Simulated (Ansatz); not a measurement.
GaAs:
```
CELL_PARAMETERS angstrom
      3.34275     0.00000     0.00000
      0.00000     3.34275     0.00000
      0.00000     0.00000     3.34275
ATOMIC_POSITIONS crystal
  Ga 0.00000 0.00000 0.00000
  As 0.50000 0.50000 0.50000
```

This is the r²SCAN-relaxed structure.

**Question.** All from the program Ansatz at the r²SCAN level (PAW), unless another level is named. Estimate the bulk modulus (Birch–Murnaghan fit).

**Answer.** 67.1 GPa.

**Question.** Predict the elastic constants (relaxed ions, GPa).

**Answer.** C11 = 56.0, C12 = 71.0, C44 = 14.1.

Space group Pm-3m (CsCl type). A made-up cell: these elements were put on the sites of a structure type; neither database checked (COD, Materials Project) lists it. It is not the phase usual at ambient conditions (space group No. 216). The r²SCAN relaxation kept the symmetry of its start. At this level the phase is mechanically unstable. As this level gives no gap, shear constants depend on the k-mesh and smearing (Fermi–Dirac, 0.1 eV here).

Potentials: the later of the program's two PAW sets.
